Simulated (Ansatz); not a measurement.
CsHg₂:
```
CsHg2
1.0
   -2.79603     4.38419     4.70304
    2.79603    -4.38419     4.70304
    2.79603     4.38419    -4.70304
Cs Hg
2 4
Direct
  0.30705   0.55705   0.75000
  0.69295   0.44295   0.25000
  0.90262   0.83132   0.07130
  0.09738   0.16868   0.92870
  0.26002   0.83132   0.42870
  0.73998   0.16868   0.57130
```

Relaxed with r²SCAN. Special points in fractions of this cell's reciprocal vectors: Γ (0.000, 0.000, 0.000); X (0.500, 0.500, -0.500); F2 (0.338, 0.662, -0.338); Σ0 (-0.338, 0.338, 0.338); Y0 (0.467, -0.467, 0.467); U0 (0.533, 0.467, -0.467); R (0.000, 0.500, 0.000); W (0.250, 0.250, 0.250); S (0.500, 0.000, 0.000); T (0.000, 0.000, 0.500).

Problem. List the band energies nearest the Fermi level at these points for plane-wave PAW r²SCAN (Ansatz code).

Solution. In eV from the Fermi level; about four levels below and three above (degenerate sets whole), none deeper than 8.9 eV; points with the same levels are listed once.

```
k                     below                above
--  -----------------------  -------------------
Γ   -4.42 -2.95 -2.45 -0.19       0.14 0.33 0.77
X   -4.93 -4.38 -1.02 -0.40       0.18 0.83 2.17
F2  -4.70 -2.19 -1.07 -0.22       1.20 1.38 2.32
Y0  -4.92 -4.37 -1.00 -0.42       0.18 0.85 2.15
R   -5.01 -4.45 -3.04 -0.13       0.03 0.63 0.87
W   -5.22 -5.22 -3.76 -3.76  0.32 0.32 0.84 0.84
S   -6.29 -5.17 -3.05 -2.26       0.04 0.16 1.18
T   -3.63 -3.63 -0.07 -0.07  0.80 0.80 2.26 2.26
```

Space group Imma. The first step of the workflow began from a Materials Project structure, measured or hypothetical; the Crystallography Open Database copy checked does not list it. Whether it is the stable phase at ambient conditions was not checked. The r²SCAN relaxation kept the symmetry of its start; whether a distortion lowers the energy is not shown. Scalar-relativistic: spin–orbit coupling is off unless named, which matters more the heavier the elements.

Potentials: the later of the program's two PAW sets.
